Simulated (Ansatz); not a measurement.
Mg2NCl (R-3m) from a database structure at its r2SCAN geometry, run in Ansatz at 2 levels of theory. Calculated for a static, non-magnetic cell.

The HSE06 input:
```yaml
crystal:
  lattice:
    - [1.6466125281, 0.9506721863, 5.9379615086]
    - [-1.6466125281, 0.9506721863, 5.9379615086]
    - [0.0, -1.9013443726, 5.9379615086]
  atoms:
    - { symbol: Mg, position: [0.222910412, 0.222910412, 0.222910412] }
    - { symbol: Mg, position: [0.777089588, 0.777089588, 0.777089588] }
    - { symbol: "N", position: [0.5, 0.5, 0.5] }
    - { symbol: Cl, position: [0.0, 0.0, 0.0] }
kpoints:
  mp_grid: { grid: [6, 6, 6] }
  band_path:
    path:
      - [0.0, 0.0, 0.0]
      - [0.5, 0.5, 0.5]
      - [0.8162451631, 0.1837548369, 0.5]
      - [0.5, -0.1837548369, 0.1837548369]
      - [0.5, 0.0, 0.0]
      - [0.3418774184, -0.3418774184, 0.0]
      - [0.6581225816, 0.0, 0.3418774184]
      - [0.5, 0.0, 0.5]
    npoints: 1
hamiltonian:
  xc: hse06
scf:
  occupations: { method: fixed }
  n_extra_bands: 5
output:
  forces: true
  stress: true
  eigenvalues: true
  write_density: true
  write_potential: true
  elf: true
  volumetric_format: npy
```

Main results, then, where recorded, the levels near the gap in eV from the Fermi energy (columns number the bands from 0), one row a point of the path (Γ, T, H₂, H₀, L, S₀, S₂, F):
```
Crystal: 4 atoms, lattice volume = 55.771 Å³
Symmetry: 12 space group operations
Space group: R-3m (ITA 166)
```
```
Basis set: ecut = 420 eV, 1099 PW (Γ), FFT grids on a1−a2, a2, −a2+a3
k-points: 32 of 216
SCF 1 stopped early in 3 iterations: F = -5315.656395 eV  dr2 = 1.19e-4
Exchange kernel: α = 0.2500, screened, ω = 0.2079 Å⁻¹, Wigner–Seitz truncation, v(0) = 1045.2059 eV·Å³, q-mesh 6×6×6
SCF 2 stopped early in 7 iterations: F = -5316.972752 eV  dr2 = 2.92e-7
hybrid outer 1: dexx = +6.402e-3 eV, tail = 5.18e-5 eV
SCF 3 converged in 4 iterations: F = -5316.972648 eV  dr2 = 2.13e-9
hybrid outer 2: dexx = +1.944e-7 eV, tail = 2.43e-8 eV, Δε = 1.73e-3 eV, ΔF = 5.11e-3 eV/Å
Free energy (F): -5316.972648 eV
Fermi energy:    6.834666 eV
--- Forces (eV/Å), atoms counted from 1 ---
  atom   1  Mg      0.00000      0.00000    -0.05870
  atom   2  Mg      0.00000      0.00000      0.05870
  atom   3  N       0.00000      0.00000      0.00000
  atom   4  Cl      0.00000      0.00000      0.00000
--- Stress (GPa, compression-positive) ---
       -0.394761       0.000000       0.000000
        0.000000      -0.394761       0.000000
        0.000000       0.000000      -0.048733
  P = ⅓ Tr σ = -0.2794 GPa (-2.794 kbar)
```
```tsv
band_11	band_12	band_13	band_14	band_15	band_16	band_17	band_18
-2.535	-2.535	-1.022	0.000	0.000	3.650	6.711	10.352
-2.807	-2.523	-2.523	-0.031	-0.031	6.092	6.363	8.560
-5.447	-5.049	-2.904	-2.764	-0.998	5.996	6.438	7.897
-5.447	-5.049	-2.904	-2.764	-0.998	5.996	6.438	7.897
-4.927	-4.256	-3.428	-1.546	-0.872	5.702	7.248	7.645
-5.505	-5.051	-2.994	-2.731	-1.014	5.935	6.959	7.424
-5.505	-5.051	-2.994	-2.731	-1.014	5.935	6.959	7.424
-5.619	-3.456	-3.252	-0.826	-0.802	4.498	5.275	6.625
```

HSE06 gives a direct gap of 3.65 eV at Γ.

DDH-PBE0. Against the first input these blocks differ (the band path and keys that only write files left aside):
```yaml
crystal:
  # lattice and atoms as above
  host: atoms
hamiltonian:
  xc:
    exchange: pbe
    correlation: pbe
    exx: { coeff: inverse_dielectric }
```

```
ε∞ on k-mesh 4×4×4 of a primitive cell: xx 4.4038, yy 4.4038, zz 4.8462; 3/Tr ε∞, of that cell with its empty space = 0.21971873208203763
Basis set: ecut = 420 eV, 1099 PW (Γ), FFT grids on a1−a3, a2−a3, a3
k-points: 32 of 216
SCF 1 stopped early in 3 iterations: F = -5315.656539 eV  dr2 = 1.20e-4
SCF 2 stopped early in 7 iterations: F = -5317.334138 eV  dr2 = 3.22e-7
hybrid outer 1: dexx = +6.265e-3 eV, tail = 4.54e-5 eV
SCF 3 converged in 4 iterations: F = -5317.334134 eV  dr2 = 8.94e-10
hybrid outer 2: dexx = +2.268e-7 eV, tail = 1.70e-8 eV, Δε = 1.53e-3 eV, ΔF = 4.78e-3 eV/Å
Free energy (F): -5317.334134 eV
Fermi energy:    6.606947 eV
--- Forces (eV/Å), atoms counted from 1 ---
  atom   1  Mg      0.00000      0.00000    -0.04255
  atom   2  Mg      0.00000      0.00000      0.04255
  atom   3  N       0.00000      0.00000      0.00000
  atom   4  Cl      0.00000      0.00000      0.00000
--- Stress (GPa, compression-positive) ---
       -0.070800       0.000000       0.000000
        0.000000      -0.070800       0.000000
        0.000000       0.000000       0.243202
  P = ⅓ Tr σ = 0.0339 GPa (0.339 kbar)
```
```tsv
band_11	band_12	band_13	band_14	band_15	band_16	band_17	band_18
-2.532	-2.532	-1.020	0.000	0.000	4.110	7.187	10.833
-2.828	-2.520	-2.520	-0.033	-0.033	6.568	6.840	9.046
-5.447	-5.048	-2.910	-2.764	-1.004	6.489	6.930	8.389
-5.447	-5.048	-2.910	-2.764	-1.004	6.489	6.930	8.389
-4.928	-4.257	-3.422	-1.561	-0.872	6.198	7.737	8.131
-5.505	-5.051	-2.999	-2.731	-1.021	6.426	7.452	7.917
-5.505	-5.051	-2.999	-2.731	-1.021	6.426	7.452	7.917
-5.616	-3.449	-3.245	-0.827	-0.800	4.990	5.759	7.113
```

The DDH-PBE0 gap is direct at Γ: 4.11 eV. The mean stress, 0.0 GPa, is small, and the program warns that its thresholds are loose for a hybrid's stress.

Totals of different functionals can't be compared.
